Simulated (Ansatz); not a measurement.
Relaxation of a generated trial cell of Al in the trigonal-Se structure type; 3 atoms in the cell, which starts as P3₁21 (No. 152), hP3; a = 4.380 Å, b = 4.380 Å, c = 4.969 Å, α = 90.00°, β = 90.00°, γ = 120.00°. Level of theory: r2SCAN (plane waves to 500 eV, PAW, scalar-relativistic; Ansatz, a first-principles code). Γ-centred k-mesh 12×12×10 on the run's cell, Fermi–Dirac smearing 0.05 eV. This is the first round of the run. 

The optimiser's lines from the output (shortened; P is positive under compression):

```
relax step   1: F+E_penalty+E_count = -1617.80145884 eV  Δ(F+E_penalty+E_count) = +0.000e0 eV  max|allowed force component| = 2.448e0 eV/Å  Δτ_max = 0.0000 Å  P = +0.096 GPa  Ω = 82.564 Å³  (6 SCF iters, dr2 threshold 1.00e-7 eV, accepted)
relax step   2: F+E_penalty+E_count = -1618.94132188 eV  Δ(F+E_penalty+E_count) = -1.140e0 eV  max|allowed force component| = 1.460e0 eV/Å  Δτ_max = 0.1666 Å  P = -3.535 GPa  Ω = 73.948 Å³  (6 SCF iters, dr2 threshold 3.00e-7 eV, accepted)
relax step   3: F+E_penalty+E_count = -1619.71733639 eV  Δ(F+E_penalty+E_count) = -7.760e-1 eV  max|allowed force component| = 6.939e-1 eV/Å  Δτ_max = 0.1805 Å  P = -2.397 GPa  Ω = 63.592 Å³  (6 SCF iters, dr2 threshold 3.00e-7 eV, accepted)
relax step   4: F+E_penalty+E_count = -1619.84485525 eV  Δ(F+E_penalty+E_count) = -1.275e-1 eV  max|allowed force component| = 9.403e-2 eV/Å  Δτ_max = 0.1404 Å  P = +3.515 GPa  Ω = 56.431 Å³  (5 SCF iters, dr2 threshold 3.00e-7 eV, accepted)
relax step   5: F+E_penalty+E_count = -1619.96768860 eV  Δ(F+E_penalty+E_count) = -1.228e-1 eV  max|allowed force component| = 1.855e-1 eV/Å  Δτ_max = 0.0177 Å  P = -1.238 GPa  Ω = 60.024 Å³  (5 SCF iters, dr2 threshold 3.00e-7 eV, accepted)
relax step   6: F+E_penalty+E_count = -1620.05317537 eV  Δ(F+E_penalty+E_count) = -8.549e-2 eV  max|allowed force component| = 1.951e-1 eV/Å  Δτ_max = 0.0015 Å  P = -2.149 GPa  Ω = 59.715 Å³  (5 SCF iters, dr2 threshold 3.00e-7 eV, accepted)
relax step   7: F+E_penalty+E_count = -1620.16148148 eV  Δ(F+E_penalty+E_count) = -1.083e-1 eV  max|allowed force component| = 1.033e-1 eV/Å  Δτ_max = 0.0178 Å  P = -1.908 GPa  Ω = 57.758 Å³  (6 SCF iters, dr2 threshold 3.00e-7 eV, accepted)
relax step   8: F+E_penalty+E_count = -1620.31595100 eV  Δ(F+E_penalty+E_count) = -1.545e-1 eV  max|allowed force component| = 7.796e-2 eV/Å  Δτ_max = 0.0047 Å  P = -2.169 GPa  Ω = 55.600 Å³  (6 SCF iters, dr2 threshold 3.00e-7 eV, accepted)
relax step   9: F+E_penalty+E_count = -1620.52308383 eV  Δ(F+E_penalty+E_count) = -2.071e-1 eV  max|allowed force component| = 7.647e-2 eV/Å  Δτ_max = 0.0015 Å  P = -2.060 GPa  Ω = 53.106 Å³  (5 SCF iters, dr2 threshold 3.00e-7 eV, accepted)
relax step  10: F+E_penalty+E_count = -1620.74430472 eV  Δ(F+E_penalty+E_count) = -2.212e-1 eV  max|allowed force component| = 6.667e-2 eV/Å  Δτ_max = 0.0018 Å  P = -1.095 GPa  Ω = 50.468 Å³  (5 SCF iters, dr2 threshold 3.00e-7 eV, accepted)
relax step  11: F+E_penalty+E_count = -1620.89614615 eV  Δ(F+E_penalty+E_count) = -1.518e-1 eV  max|allowed force component| = 5.654e-2 eV/Å  Δτ_max = 0.0013 Å  P = +0.843 GPa  Ω = 48.179 Å³  (5 SCF iters, dr2 threshold 3.00e-7 eV, accepted)
relax step  12: F+E_penalty+E_count = -1620.89977969 eV  Δ(F+E_penalty+E_count) = -3.634e-3 eV  max|allowed force component| = 3.869e-2 eV/Å  Δτ_max = 0.0117 Å  P = +0.186 GPa  Ω = 48.549 Å³  (5 SCF iters, dr2 threshold 3.00e-7 eV, accepted)
relax step  13: F+E_penalty+E_count = -1620.90230309 eV  Δ(F+E_penalty+E_count) = -2.523e-3 eV  max|allowed force component| = 1.854e-3 eV/Å  Δτ_max = 0.0046 Å  P = -0.057 GPa  Ω = 48.662 Å³  (4 SCF iters, dr2 threshold 3.00e-7 eV, accepted)
relax step  14: F+E_penalty+E_count = -1620.90233214 eV  Δ(F+E_penalty+E_count) = -2.905e-5 eV  max|allowed force component| = 1.435e-5 eV/Å  Δτ_max = 0.0002 Å  P = +0.025 GPa  Ω = 48.616 Å³  (3 SCF iters, dr2 threshold 1.05e-7 eV, accepted)
relax step  15: F+E_penalty+E_count = -1620.90233635 eV  Δ(F+E_penalty+E_count) = -4.209e-6 eV  max|allowed force component| = 1.607e-5 eV/Å  Δτ_max = 0.0000 Å  P = +0.001 GPa  Ω = 48.629 Å³  (3 SCF iters, dr2 threshold 1.62e-8 eV, accepted)
relax step  16: F+E_penalty+E_count = -1620.90193816 eV  Δ(F+E_penalty+E_count) = +3.982e-4 eV  max|allowed force component| = 4.126e-6 eV/Å  Δτ_max = 0.0000 Å  P = -0.001 GPa  Ω = 48.629 Å³  stress off target by 1.48e-2 GPa  SCF on the basis re-selected at this cell (its energy is not comparable with the rows above)  (6 SCF iters)
```

From the first to the last row the energy changes by -1.03 eV/atom and the volume by -41.1 %. The last row is marked as not comparable with the walk above it, whose basis was carried along; it does compare with step 1, since both stand on a basis selected at the nominal cutoff for their own cell.

Later rounds, restarted from the end of this one on a renewed k-mesh, logged 5 more steps and released under 0.01 eV/atom more. The final structure after all rounds: Im-3m (No. 229), cI2, bcc (W type); a = b = c = 3.188 Å, α = β = γ = 90.00°. Between re-selections the logged energies stand on a plane-wave basis carried along with the cell. No spin polarisation in the result.

The run could not lose the symmetry of its start, so the end can be a saddle point.

The relaxed structure here is a generated cell of Al: the first start was made by placing the elements on the sites of a structure type, and the end was not matched to a known phase here, so it may be hypothetical. Known forms of Al include space group No. 225.
